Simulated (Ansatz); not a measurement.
V₅Si₃:
Space group I4/mcm (No. 140); a = b = 9.3078 Å, c = 4.6781 Å, α = β = γ = 90.00°

| atom | site | symmetry | x | y | z |
|---|---|---|---|---|---|
| V | 16k | m.. | 0.0748 | 0.2250 | 0.0000 |
| V | 4b | -42m | 0.0000 | 0.5000 | 0.2500 |
| Si | 8h | m.2m | 0.3340 | 0.1660 | 0.0000 |
| Si | 4a | 422 | 0.0000 | 0.0000 | 0.2500 |
(The calculation used a cell of 16 atoms; values per cell refer to that cell.)

Relaxed at zero pressure with PBEsol (plane waves, PAW; program Ansatz).

Task: The volume is raised by 3 % and shape and atoms relax at that volume. What pressure results, and how do the axes share the change?

Result: -5.8 GPa; a 0.9 %, b 0.9 %, c 1.1 %; the energy rises by 7 meV/atom.

Task: Give the new structure.

Result: 
Space group I4/mcm (No. 140); a = 9.393 Å, b = 9.393 Å, c = 4.731 Å, α = 90.00°, β = 90.00°, γ = 90.00°

```tsv
atom	site	symmetry	x	y	z
V	16k	m..	0.0747	0.2249	0.0000
V	4b	-42m	0.0000	0.5000	0.2500
Si	8h	m.2m	0.3343	0.1657	0.0000
Si	4a	422	0.0000	0.0000	0.2500
```

The phase is kept; no other phase was compared at this pressure.

The first step of the workflow began from a Materials Project structure, measured or hypothetical; the Crystallography Open Database files this formula in space group No. 140, but the cells were not matched. Whether it is the stable phase at ambient conditions was not checked. Symmetry was held in the PBEsol relaxation; its stability against distortions is not shown here. No spin polarisation was allowed.

Potentials: the later of the program's two PAW sets.
